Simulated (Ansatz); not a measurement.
Given:

B:
```cif
data_B36
_chemical_formula_sum 'B36'
_space_group_name_H-M_alt 'R-3m :H'
_space_group_IT_number 166
_space_group_name_Hall '-R 3 2"'
_cell_length_a 4.86073
_cell_length_b 4.86073
_cell_length_c 12.46157
_cell_angle_alpha 90.000
_cell_angle_beta 90.000
_cell_angle_gamma 120.000
loop_
_atom_site_label
_atom_site_type_symbol
_atom_site_symmetry_multiplicity
_atom_site_Wyckoff_symbol
_atom_site_fract_x
_atom_site_fract_y
_atom_site_fract_z
_atom_site_occupancy
B1 B 18 h 0.23802 0.11901 0.10841 1
B2 B 18 h 0.19749 0.39498 0.02440 1
```
(The calculation used a cell of 12 atoms; values per cell refer to that cell.)

This is the PBE+D3(BJ)-relaxed structure.

Task: All from plane-wave PAW PBE+D3(BJ) (Ansatz code), unless another level is named. Give the band gap.

Result: 1.37 eV (indirect).

Task: What about the smallest direct gap on the standard path?

Result: 1.72 eV.

Task: And the conduction-band minimum?

Result: on the Γ–T line, 10 % of the way from Γ (2 equivalent valleys).

Task: Next, the valence-band maximum?

Result: at T.

Symmetry was held in the PBE+D3(BJ) relaxation.

Potentials: the earlier of the program's two PAW sets.
